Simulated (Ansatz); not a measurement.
## Fields on a plane of AlNi (CsCl type)

```yaml
crystal:
  lattice:
    - [2.89304, 0.00000, 0.00000]
    - [0.00000, 2.89304, 0.00000]
    - [0.00000, 0.00000, 2.89304]
  atoms:
    - { symbol: Al, position: [0.00000, 0.00000, 0.00000] }
    - { symbol: Ni, position: [0.50000, 0.50000, 0.50000] }
```

The slice is a {100} plane (indices of the conventional cell) through the point (0.000, 0.000, 0.000) (fractional), spanned by u = [100] and v = [010] in vectors of this cell: u (2.89 Å) and v (2.89 Å, at 90° to u). It covers one period; positions are fractions (u, v).

Atoms on it: Al at (0.00, 0.00).

Method: PBE (plane waves to 420 eV, PAW, scalar-relativistic; Ansatz, a quantum-chemistry and plane-wave program). k mesh 16×16×16. Inside the PAW spheres the values are not all-electron values, and peaks at nuclei hang on which shells count as valence. AlNi is run without spin polarisation. AlNi was relaxed with its symmetry unable to fall.

| v \ u | 0.00 | 0.10 | 0.20 | 0.30 | 0.40 | 0.50 | 0.60 | 0.70 | 0.80 | 0.90 |
|---|---|---|---|---|---|---|---|---|---|---|
| 0.90 | -1.2 | -1.1 | -0.8 | -0.7 | -0.7 | -0.7 | -0.7 | -0.7 | -0.8 | -1.1 |
| 0.80 | -0.9 | -0.8 | -0.7 | -0.6 | -0.6 | -0.7 | -0.6 | -0.6 | -0.7 | -0.8 |
| 0.70 | -0.7 | -0.7 | -0.6 | -0.6 | -0.6 | -0.6 | -0.6 | -0.6 | -0.6 | -0.7 |
| 0.60 | -0.7 | -0.7 | -0.6 | -0.6 | -0.6 | -0.6 | -0.6 | -0.6 | -0.6 | -0.7 |
| 0.50 | -0.7 | -0.7 | -0.7 | -0.6 | -0.6 | -0.6 | -0.6 | -0.6 | -0.7 | -0.7 |
| 0.40 | -0.7 | -0.7 | -0.6 | -0.6 | -0.6 | -0.6 | -0.6 | -0.6 | -0.6 | -0.7 |
| 0.30 | -0.7 | -0.7 | -0.6 | -0.6 | -0.6 | -0.6 | -0.6 | -0.6 | -0.6 | -0.7 |
| 0.20 | -0.9 | -0.8 | -0.7 | -0.6 | -0.6 | -0.7 | -0.6 | -0.6 | -0.7 | -0.8 |
| 0.10 | -1.2 | -1.1 | -0.8 | -0.7 | -0.7 | -0.7 | -0.7 | -0.7 | -0.8 | -1.1 |
| 0.00 | -1.3 | -1.2 | -0.9 | -0.7 | -0.7 | -0.7 | -0.7 | -0.7 | -0.9 | -1.2 |

Values: log₁₀ of the valence density in e/Å³. The scale is logarithmic, as a density can span decades between atoms and voids.

```
v \ u  0.00  0.15  0.30  0.45  0.60  0.75  0.90
-----  ----  ----  ----  ----  ----  ----  ----
0.90      x  0.03  0.45  0.50  0.51  0.31     x
0.75   0.21  0.40  0.51  0.44  0.46  0.51  0.31
0.60   0.50  0.50  0.43  0.35  0.37  0.46  0.51
0.45   0.50  0.48  0.41  0.34  0.35  0.44  0.50
0.30   0.39  0.49  0.49  0.41  0.43  0.51  0.45
0.15      x  0.09  0.49  0.48  0.50  0.40  0.03
0.00      x     x  0.39  0.50  0.50  0.21     x
```

Values: electron localisation function (ELF). Points within 0.5 Å of a nucleus are blanked (x), as the pseudised field means little there.
